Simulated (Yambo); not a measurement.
G0W0@LDA for BP (zinc blende, space group F-43m, No. 216) in Yambo. Reference settings: 6×6×6 Γ-centred k mesh, 84 bands and a 14 Ry block in the screening, 84 bands in G with the Bruneval-Gonze terminator, plasmon pole fitted at 27.2 eV. The LDA gap Γ → X on this mesh is 1.26 eV; G0W0 gaps are taken between the same points.

The settings were changed. The gap went from 2.13 eV to 2.06 eV, and the shift of the valence edge from -0.72 eV to -0.60 eV.

Problem. What was changed between the two runs?
A) 15 bands in W, 15 bands in G, 2 Ry block
B) 15 bands in W, 15 bands in G, 5 Ry block
C) 8 Ry block
D) 4×4×4 mesh

Solution. C, 8 Ry block. The others gave (gap, valence shift): 4×4×4 mesh: 2.13, -0.72 eV; 15 bands in W, 15 bands in G, 2 Ry block: 1.87, 0.10 eV; 15 bands in W, 15 bands in G, 5 Ry block: 2.05, -0.14 eV.

Geometry relaxed with LDA; primitive cell a = b = c = 3.173 Å, α = β = γ = 60.00°.

A shift is the quasiparticle energy of the state minus its LDA energy.
